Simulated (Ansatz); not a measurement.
The elements of this relaxed trial crystal are hidden behind letters.

```
lattice vectors (Å)
  -1.8102    2.4516    4.9082
   1.8102   -2.4516    4.9082
   1.8102    2.4516   -4.9082
fractional positions
X 0.6603 0.6603 0.0000
X 0.3397 0.3397 0.0000
Z 0.0000 0.0000 0.0000
```

Method: DFT PBE, scalar-relativistic, plane waves, PAW in Ansatz 0.2.0. Settings of the last relaxation (3-atom cell): 420 eV, 10×10×14 k points, Gaussian smearing of 0.10 eV, no spin polarisation.

| Item | Value |
| --- | --- |
| Space group | Immm (No. 71) |
| Conventional cell | a = 3.620 Å, b = 4.903 Å, c = 9.816 Å |
| Volume per atom | 29.04 Å³ |
| Density | 4.86 g/cm³ |
| Energy over the elements | −0.35 eV/atom |
| Gap on the 10×10×14 mesh of the 3-atom cell | 0 eV (a metal) |

Energies are uncorrected and count from the elements' standard states at the same level.

**Question.** X is an s-block element of period 3 and Z is a p-block element of period 6. Which elements are they?

**Answer.** X = Na, Z = Bi, so the formula is Na2Bi. Density times volume gives a mean mass of 4.86 × 29.04/1.6605 = 85.0 u per atom, and this set has 85.0 u. Around Na lie 1 Na at 3.15 Å, 5 Bi at 3.33–3.43 Å and 6 Na at 3.52–3.62 Å; around Bi lie 10 Na at 3.33–3.43 Å and 2 Bi at 3.62 Å. Other sets within the hints have nearly the same mass, so mass alone doesn't settle it; this one was computed.

These runs have no spin–orbit coupling, which can matter for Bi. This cell was reached by moving the atoms of another relaxed cell at random and relaxing again, last within the group found; it had no such test of its own.
